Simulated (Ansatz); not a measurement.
Here is an unrelaxed guess for Al2Ni.

```
CELL_PARAMETERS angstrom
2.68993 0.00000 0.00000
-1.34497 2.32955 0.00000
0.00000 0.00000 6.58897
ATOMIC_POSITIONS crystal
Al 0.66667 0.33333 0.83333
Al 0.33333 0.66667 0.16667
Ni 0.00000 0.00000 0.50000
```

Level of theory: DFT PBE, scalar-relativistic, plane waves, PAW in Ansatz 0.2.0. Settings: cutoff 420 eV, Γ-centred mesh 6×6×4 on the computed 3-atom cell, Gaussian smearing of 0.10 eV; collinear spin from starting moments 0.0 0.0 2.0 μB.

The zero of energy is the elements' standard structures at the same level; no fitted shifts are applied.

Question: How far from equilibrium is it?

Answer: The pressure is 0.4 GPa (the mean over three directions, positive in compression), the largest force is 1.72 eV/Å, and the energy is −0.16 eV/atom against the elements. The shortest distance is 2.69 Å.

Question: How much does it gain on relaxing, and where does it end?

Answer: Relaxing gains about 0.15 eV/atom (the start's value is from the coarse mesh, so the gain is rough) in 12 ionic steps and ends at −0.30 eV/atom on the finer mesh. The symmetry stays P-3m1 (No. 164). The volume per atom grows by 0.9 %, from 13.8 to 13.9 Å³. The shortest distance goes from 2.69 Å (Al–Ni, Al–Al and Ni–Ni) to 2.48 Å (Al–Ni). The ratio c/a of the conventional cell changes by a factor of 0.89. Conventional cell: a = 2.809 Å, c = 6.096 Å. Around Al lie 3 Ni at 2.48 Å and 9 Al at 2.81–2.85 Å; Ni is surrounded by 6 Al at 2.48 Å and 6 Ni at 2.81 Å.

The last run used an 18×18×8 mesh (in the run's order of axes) for its 3-atom cell and Gaussian smearing of 0.10 eV. Trial moments died out on the coarse mesh, so the last step has no spin; another magnetic start might hold. The relaxation can't lower the symmetry of the start. Symmetry constrained the relaxation, so the result can be a saddle point.
